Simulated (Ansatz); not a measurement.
**GaN: from a starting cell to a relaxed one**

The start is a relaxed GaN cell with every coordinate shifted by Gaussian noise of σ = 0.1 Å. A full variable-cell relaxation at zero pressure is run with PBE (plane waves to 420 eV, PAW, scalar-relativistic; Ansatz, a quantum-chemistry and plane-wave program). The first steps use a coarse 9×9×9 k-mesh.

The start:
```
GaN
1.0
    0.00000     2.27422     2.27422
    2.27422     0.00000     2.27422
    2.27422     2.27422     0.00000
N Ga
1 1
Direct
  0.83182   0.74319   0.77862
  0.99492   0.99522   0.02943
```

Q: How large is the pressure on the unrelaxed cell, and of which sign?

A: +7.1 GPa (positive: the cell is compressed).

Q: Does it find its way back to the structure it was made from?

A: It returns to the parent structure, F-43m (No. 216).

Q: How do the shortest distances between atoms change?

A: The closest pairs of elements (up to four, under 3.6 Å), start → end: Ga–N 1.76 → 1.97 Å; Ga–Ga 3.22 → 3.22 Å; N–N 3.22 → 3.22 Å.

Q: What band gap does the relaxed structure have at this level?

A: 1.54 eV, direct at Γ (no spin-orbit coupling).

The end point of the relaxation:

```cif
data_Ga4N4
_chemical_formula_sum 'N4 Ga4'
_space_group_name_H-M_alt 'F-43m'
_space_group_IT_number 216
_space_group_name_Hall 'F -4 2 3'
_cell_length_a 4.54845
_cell_length_b 4.54845
_cell_length_c 4.54845
_cell_angle_alpha 90.000
_cell_angle_beta 90.000
_cell_angle_gamma 90.000
loop_
_atom_site_label
_atom_site_type_symbol
_atom_site_symmetry_multiplicity
_atom_site_Wyckoff_symbol
_atom_site_fract_x
_atom_site_fract_y
_atom_site_fract_z
_atom_site_occupancy
N1 N 4 d 0.75000 0.75000 0.75000 1
Ga1 Ga 4 a 0.00000 0.00000 0.00000 1
```
(The calculation used a cell of 2 atoms; values per cell refer to that cell.)

Final values are on a 12×12×12 k-mesh of the relaxed cell. No spin polarisation in the result.
